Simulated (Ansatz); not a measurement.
Cells of ZrCl relaxed with PBEsol (plane waves to 420 eV, PAW, scalar-relativistic; Ansatz, an electronic-structure program), each with a space-group label. One label is wrong.

**A**, labelled R-3m (No. 166)
```yaml
crystal:
  lattice:
    - [1.56961, 0.90621, 4.22441]
    - [-1.56961, 0.90621, 4.22441]
    - [0.00000, -1.81243, 4.22441]
  atoms:
    - { symbol: Zr, position: [0.00000, 0.00000, 0.00000] }
    - { symbol: Cl, position: [0.50000, 0.50000, 0.50000] }
```

**B**, labelled P6₃/mmc (No. 194)
```
CELL_PARAMETERS angstrom
      3.29823     0.00000     0.00000
     -1.64912     2.85635     0.00000
      0.00000     0.00000     9.65018
ATOMIC_POSITIONS crystal
  Zr 0.66667 0.33333 0.62972
  Zr 0.33333 0.66667 0.37028
  Cl 0.66667 0.33333 0.18604
  Cl 0.33333 0.66667 0.81396
```

**C**, labelled P6/mmm (No. 191)
```xyz
4
Lattice="4.7448 0.0000 0.0000 -2.3724 4.1091 0.0000 0.0000 0.0000 5.2728" Properties=species:S:1:pos:R:3 pbc="T T T"
Cl     0.0000     2.7394     0.0000
Cl     2.3724     1.3697     0.0000
Zr     0.0000     0.0000     2.6364
Zr     0.0000     0.0000     0.0000
```

### Question
Which label is wrong, and what should it be (tolerance 0.01 Å)?

### Answer
B: its symmetry is P-3m1 (No. 164), hP4; a = b = 3.298 Å, c = 9.650 Å, α = β = 90.00°, γ = 120.00°.

Each run could gain symmetry but not lose that of its start, so entries can be saddle points. From databases, or of a type measured for this composition: P-3m1, hP4; the others are generated cells (placed on structure types, drawn at random, substituted or restacked) that were not matched to a known phase here.

No spin polarisation in the result. No Hubbard U is applied.
